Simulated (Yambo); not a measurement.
## Optical response of ScF3 at -3 % isotropic strain

```
CELL_PARAMETERS angstrom
      2.75553     1.59091     2.24889
     -2.75553     1.59091     2.24889
      0.00000    -3.18182     2.24889
ATOMIC_POSITIONS crystal
  F  0.50000 0.00174 0.99826
  F  0.99826 0.50000 0.00174
  F  0.00174 0.99826 0.50000
  Sc 0.00000 0.00000 0.00000
```

Yambo, RPA with local fields on PBEsol bands shifted by a G0W0 scissor of 5.09 eV; 8×8×8 mesh, 54 bands, 4 Ry local-field block, 0.2 eV broadening; field along x.

```
E (eV)  Im ε   Re ε  Im ε, independent particles
------  ----  -----  ---------------------------
0.0     0.00   1.88                         0.00
0.4     0.00   1.88                         0.00
0.8     0.00   1.88                         0.00
1.1     0.00   1.88                         0.00
1.5     0.00   1.89                         0.00
1.9     0.00   1.89                         0.00
2.2     0.00   1.90                         0.00
2.6     0.00   1.90                         0.00
3.0     0.00   1.91                         0.00
3.4     0.00   1.92                         0.00
3.8     0.00   1.92                         0.01
4.1     0.01   1.93                         0.01
4.5     0.01   1.94                         0.01
4.9     0.01   1.96                         0.01
5.2     0.01   1.97                         0.01
5.6     0.01   1.99                         0.01
6.0     0.01   2.00                         0.01
6.4     0.01   2.02                         0.01
6.8     0.01   2.04                         0.01
7.1     0.01   2.07                         0.01
7.5     0.02   2.10                         0.02
7.9     0.02   2.13                         0.02
8.2     0.02   2.16                         0.02
8.6     0.02   2.20                         0.02
9.0     0.03   2.25                         0.03
9.4     0.03   2.30                         0.03
9.8     0.04   2.36                         0.04
10.1    0.04   2.44                         0.05
10.5    0.06   2.53                         0.06
10.9    0.07   2.65                         0.08
11.2    0.10   2.81                         0.11
11.6    0.15   3.02                         0.16
12.0    0.26   3.36                         0.29
12.4    0.69   3.90                         0.82
12.8    1.89   3.88                         2.20
13.1    2.33   3.56                         2.61
13.5    2.79   2.52                         2.77
13.9    2.41   1.58                         2.07
14.2    1.47   1.77                         1.31
14.6    1.81   2.16                         1.71
15.0    1.90   2.06                         1.88
15.4    2.28   2.00                         2.26
15.8    2.75   1.75                         2.79
16.1    2.91   0.84                         2.91
16.5    2.50   0.22                         2.50
16.9    1.55  -0.07                         1.59
17.2    1.22   0.24                         1.28
17.6    1.02   0.46                         1.06
18.0    1.05   0.41                         1.09
18.4    0.83   0.50                         0.90
18.8    0.75   0.63                         0.87
19.1    0.76   0.77                         0.90
19.5    0.87   0.73                         1.01
19.9    0.75   0.57                         0.86
```

Structure narrower than a few tenths of an eV can come from the finite k mesh. Convergence of the RPA response with its 8×8×8 mesh was not tested. The scissor comes from a G0W0 run whose convergence isn't established. No excitonic effects at this level.

Geometry strained from the cell relaxed with PBEsol, atoms relaxed again.
